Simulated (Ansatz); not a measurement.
TiOF2:
```cif
data_F8O4Ti4
_chemical_formula_sum 'Ti4 O4 F8'
_space_group_name_H-M_alt 'P 1'
_space_group_IT_number 1
_cell_length_a 4.92373
_cell_length_b 9.02867
_cell_length_c 5.04907
_cell_angle_alpha 90.000
_cell_angle_beta 119.172
_cell_angle_gamma 90.000
loop_
_space_group_symop_operation_xyz
  'x, y, z'
loop_
_atom_site_label
_atom_site_type_symbol
_atom_site_fract_x
_atom_site_fract_y
_atom_site_fract_z
_atom_site_occupancy
Ti1 Ti 0.12275 0.56255 0.19240 1
Ti2 Ti 0.87725 0.06255 0.80760 1
Ti3 Ti 0.56966 0.81737 0.19259 1
Ti4 Ti 0.43034 0.31737 0.80741 1
O1 O 0.80339 0.93993 0.50007 1
O2 O 0.19661 0.43993 0.49993 1
O3 O 0.85082 0.68991 0.20183 1
O4 O 0.14918 0.18991 0.79817 1
F1 F 0.55898 0.93277 0.87480 1
F2 F 0.44102 0.43277 0.12520 1
F3 F 0.81577 0.44712 0.87465 1
F4 F 0.18423 0.94712 0.12535 1
F5 F 0.79282 0.18995 0.08560 1
F6 F 0.20718 0.68995 0.91440 1
F7 F 0.47873 0.68996 0.45772 1
F8 F 0.52127 0.18996 0.54228 1
```

Relaxed with r²SCAN+D4.

Q: Which orbitals make up the states near the band edges in r²SCAN+D4 in the plane-wave PAW code Ansatz?

A: Top 1 eV of the valence band: O 2p 72 %, F 2p 18 %, Ti 3d 9 %. Bottom 1 eV of the conduction band: Ti 3d 88 %, F 2p 6 %. Projections are on Löwdin-orthogonalised atomic valence shells; empty p or d shells of many metals are not among them.

Q: Tabulate the density of states.

A: States/eV per cell of 16 atoms, in 0.25 eV bins, energy from the valence-band maximum.

| E (eV) | total | F 2p | Ti 3d | O 2p |
|---|---|---|---|---|
| -4.85 | 0.00 | 0.00 | 0.00 | 0.00 |
| -4.60 | 15.86 | 11.84 | 2.63 | 0.72 |
| -4.35 | 15.25 | 11.72 | 2.08 | 0.87 |
| -4.10 | 22.07 | 16.27 | 3.64 | 1.61 |
| -3.85 | 15.80 | 11.60 | 2.39 | 1.40 |
| -3.60 | 11.69 | 8.77 | 1.44 | 1.20 |
| -3.35 | 16.65 | 12.01 | 1.85 | 2.26 |
| -3.10 | 14.90 | 11.00 | 1.47 | 2.06 |
| -2.85 | 17.45 | 12.53 | 1.63 | 2.85 |
| -2.60 | 18.42 | 12.44 | 1.54 | 3.93 |
| -2.35 | 17.32 | 12.23 | 1.21 | 3.43 |
| -2.10 | 17.54 | 12.54 | 1.05 | 3.56 |
| -1.85 | 16.39 | 11.41 | 1.02 | 3.65 |
| -1.60 | 22.08 | 15.51 | 1.16 | 5.02 |
| -1.35 | 10.62 | 4.70 | 1.18 | 4.60 |
| -1.10 | 14.09 | 5.01 | 1.69 | 7.26 |
| -0.85 | 9.25 | 2.85 | 1.07 | 5.26 |
| -0.60 | 1.24 | 0.23 | 0.13 | 0.86 |
| -0.35 | 15.39 | 2.23 | 1.53 | 11.50 |
| -0.10 | 15.99 | 2.15 | 1.09 | 12.60 |
| 0.15 | 0.00 | 0.00 | 0.00 | 0.00 |
| 0.40 | 0.00 | 0.00 | 0.00 | 0.00 |
| 0.65 | 0.00 | 0.00 | 0.00 | 0.00 |
| 0.90 | 0.00 | 0.00 | 0.00 | 0.00 |
| 1.15 | 0.00 | 0.00 | 0.00 | 0.00 |
| 1.40 | 0.00 | 0.00 | 0.00 | 0.00 |
| 1.65 | 0.00 | 0.00 | 0.00 | 0.00 |
| 1.90 | 0.00 | 0.00 | 0.00 | 0.00 |
| 2.15 | 0.00 | 0.00 | 0.00 | 0.00 |
| 2.40 | 0.00 | 0.00 | 0.00 | 0.00 |
| 2.65 | 0.00 | 0.00 | 0.00 | 0.00 |
| 2.90 | 0.00 | 0.00 | 0.00 | 0.00 |
| 3.15 | 0.00 | 0.00 | 0.00 | 0.00 |
| 3.40 | 0.00 | 0.00 | 0.00 | 0.00 |
| 3.65 | 0.00 | 0.00 | 0.00 | 0.00 |
| 3.90 | 14.81 | 0.65 | 13.90 | 0.11 |
| 4.15 | 17.19 | 1.35 | 15.45 | 0.13 |
| 4.40 | 4.41 | 0.25 | 3.69 | 0.35 |
| 4.65 | 10.17 | 0.56 | 8.27 | 1.12 |
| 4.90 | 11.36 | 0.64 | 8.89 | 1.52 |
| 5.15 | 6.45 | 0.42 | 4.91 | 0.93 |
| 5.40 | 5.62 | 0.21 | 4.08 | 1.06 |
| 5.65 | 15.46 | 0.66 | 11.08 | 2.92 |
| 5.90 | 13.55 | 0.84 | 9.78 | 1.86 |
| 6.15 | 11.38 | 0.83 | 8.40 | 0.91 |
| 6.40 | 8.74 | 0.86 | 6.50 | 0.43 |
| 6.65 | 5.67 | 0.71 | 4.18 | 0.21 |
| 6.90 | 3.20 | 0.49 | 2.34 | 0.09 |
| 7.15 | 1.51 | 0.16 | 1.05 | 0.17 |
| 7.40 | 4.29 | 0.48 | 2.94 | 0.53 |
| 7.65 | 5.57 | 0.66 | 3.76 | 0.74 |
| 7.90 | 4.47 | 0.48 | 2.97 | 0.71 |
| 8.15 | 1.73 | 0.14 | 1.12 | 0.35 |
| 8.40 | 4.45 | 0.38 | 2.84 | 0.97 |
| 8.65 | 4.63 | 0.31 | 2.90 | 1.17 |

Space group C222_1. The workflow started from a Materials Project entry (that database holds measured and hypothetical structures alike); the Crystallography Open Database copy checked does not list it. Its standing as an ambient phase is unchecked. Symmetry was held in the r²SCAN+D4 relaxation; its stability against distortions is not shown here. The run is not spin-polarised.

Potentials: the later of the program's two PAW sets.
